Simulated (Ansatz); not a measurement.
# Computed properties of SnO

```
CELL_PARAMETERS angstrom
3.80200 0.00000 0.00000
0.00000 3.80200 0.00000
0.00000 0.00000 4.83600
ATOMIC_POSITIONS crystal
Sn 0.00000 0.50000 0.23850
Sn 0.50000 0.00000 0.76150
O 0.00000 0.00000 0.00000
O 0.50000 0.50000 0.00000
```

Atoms are numbered in the order listed.

The cell is COD entry 9008956, as deposited and not checked against the literature; nothing was relaxed.

Spin–orbit coupling is left out, though it moves levels of the heavy atoms by tenths of an eV or more.

Methods: DFT, PBEsol, all-electron LAPW, scalar-relativistic (Ansatz 0.2.0); DFT, PBEsol, PAW with Ansatz's default frozen-core files, scalar-relativistic (Ansatz 0.2.0).

For LAPW: a Γ-centred 8×8×6 k mesh, Fermi–Dirac smearing of 0.01 eV, basis error target 1 meV/atom, no spin polarisation. PAW takes a cutoff of 420 eV at this cell (files made with PBE, cores remade for this functional). The Ansatz runs share mesh, smearing and spin set-up. Values come from LAPW unless marked.

```json
{"Band gap": "none at this level of theory (metallic, semimetallic, or a small gap that the functional closes)", "Stress xx, yy, zz (compression positive)": "0.04, 0.04, -0.37 GPa", "Largest force": "0.063 eV/Å on Sn1", "Density of states at the Fermi level (0.2 eV bin)": "0.08 states/eV per cell", "Löwdin charges (with 0.13 e of the cell spilling out of the atomic basis, so their sizes and signs hang on that basis)": "Sn1 0.77, O3 -0.71 e", "Bader charges (from the PAW run)": "Sn1 +1.26, O3 -1.26 e", "Volume per atom": "117.9 bohr³", "Pressure at this cell": "-0.10 GPa"}
```
